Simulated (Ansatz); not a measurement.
ScAg$_{3}$:
```
CELL_PARAMETERS angstrom
      4.20475     0.00000     0.00000
      0.00000     4.20475     0.00000
      0.00000     0.00000     4.20475
ATOMIC_POSITIONS crystal
  Ag 0.00000 0.50000 0.50000
  Ag 0.50000 0.50000 0.00000
  Ag 0.50000 0.00000 0.50000
  Sc 0.00000 0.00000 0.00000
```

Relaxed with r²SCAN.

Give the Bader charges and basin volumes of the independent atoms, the program Ansatz at the r²SCAN level (PAW).



| atom | Bader charge (e) | Bader volume (Å³) |
|---|---|---|
| Ag1 | -0.55 | 21.0 |
| Sc4 | +1.65 | 11.4 |

Space group Pm-3m (Cu3Au type). The start of the workflow was typed in or built on a structure type; neither database checked (COD, Materials Project) lists it. Its standing as an ambient phase is unchecked. The r²SCAN relaxation kept the symmetry of its start; whether a distortion lowers the energy is not shown. The run is not spin-polarised.

Potentials: the earlier of the program's two PAW sets.
